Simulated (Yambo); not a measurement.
A G0W0@PBEsol run in Yambo for LiBr (wurtzite, space group P6_3mc, No. 186) under isotropic strain of -1.5 % on all lattice vectors (3×3×2 Γ-centred k mesh, bands 3 to 174 and a 8 Ry block in the screening, 174 bands in G with the Bruneval-Gonze terminator, plasmon pole fitted at 27.2 eV) gives these matrix elements, in eV, at the band edges (Γ → Γ):

| state | E0 | <Vxc> | <Σx> | <Σc(E0)> | Z |
|---|---|---|---|---|---|
| valence edge | 0.000 | -13.045 | -16.740 | 1.573 | 0.822 |
| conduction edge | 4.938 | -7.458 | -3.455 | -3.093 | 0.857 |

Question: Solve the linearised quasiparticle equation for both states, give the gap, and say how exchange and correlation each act on it.

Answer: E = E0 + Z(Σx + Σc − Vxc). Valence: 0.000 + 0.822 × (-16.740 + (1.573) − (-13.045)) = -1.74 eV. Conduction: 4.938 + 0.857 × (-3.455 + (-3.093) − (-7.458)) = 5.72 eV. The gap is 7.46 eV, against 4.94 eV in PBEsol. Replacing Vxc by bare exchange alone would open it by 7.70 eV; correlation takes back 4.67 eV of that, and Z scales what is left. Convergence of the G0W0 settings was not tested. The k mesh is coarse. Spin-orbit splittings are left out.

Geometry strained from the cell relaxed with PBEsol, atoms relaxed again; primitive cell a = b = 4.073 Å, c = 6.516 Å, α = β = 90.00°, γ = 120.00°.

This is not the ordinary phase of the substance; no match was found in the copy of COD used, and its stability was not checked.
